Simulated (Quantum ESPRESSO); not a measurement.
# Kohn-Sham bands of ZrSe$_{2}$ (CdI2 type)

```yaml
crystal:
  lattice:
    - [3.81115, 0.00000, 0.00000]
    - [-1.90558, 3.30055, 0.00000]
    - [0.00000, 0.00000, 6.39991]
  atoms:
    - { symbol: Zr, position: [0.00000, 0.00000, 0.00000] }
    - { symbol: Se, position: [0.66667, 0.33333, 0.75588] }
    - { symbol: Se, position: [0.33333, 0.66667, 0.24412] }
```

Materials Project entry mp-2076; symmetrised, unrelaxed at this level. COD (Crystallography Open Database) has an entry of this formula and space group (matched by these alone). Method: PBEsol plane waves in Quantum ESPRESSO 7.5 (PseudoDojo norm-conserving files, 69 Ry, spinors with spin-orbit coupling), Bloch states on a 6×6×4 mesh through Γ, Wannier90 4.0.1. Density: 12×12×6 mesh, Gaussian smearing 0.01 Ry. The cell is built of weakly bound layers, chains or molecules, whose nearest atoms lie 3.95 Å apart. Database cells relaxed without dispersion often hold them too far apart, which can enlarge gaps and weakens couplings between them; spacing and stacking were not compared with the measured crystal. The gap is small at this level and was sampled on the meshes and a path alone.

Energies are relative to the valence-band maximum; weights are on the orthonormalised atomic waves of the pseudopotential files, averaged over the group. 44 electrons a cell are treated as valence.

```csv
bands,from (eV),to (eV),filling,weight on atomic waves
1–2,-49.49,-49.48,filled,…
3–10,-47.61,-47.60,filled,…
11–22,-46.72,-46.71,filled,…
23–24,-28.76,-28.71,filled,…
25–28,-27.04,-26.90,filled,…
29–32,-13.23,-11.95,filled,…
33–44,-4.74,0.00,filled,…
45–50,0.23,2.73,empty,…
```

**Question.** Which atomic shells make up each group?

**Answer.** 
- 1–2, weight on atomic waves: Zr 4s 97 %
- 3–10, weight on atomic waves: Se 3d 100 %
- 11–22, weight on atomic waves: Se 3d 100 %
- 23–24, weight on atomic waves: Zr 4p 99 %
- 25–28, weight on atomic waves: Zr 4p 98 %
- 29–32, weight on atomic waves: Se 4s 84 %, Zr 4d 7 %, Zr 5s 7 %
- 33–44, weight on atomic waves: Se 4p 74 %, Zr 4d 20 %
- 45–50, weight on atomic waves: Zr 4d 79 %, Se 4p 17 %

The Kohn-Sham gap over both meshes and the path is 0.23 eV.
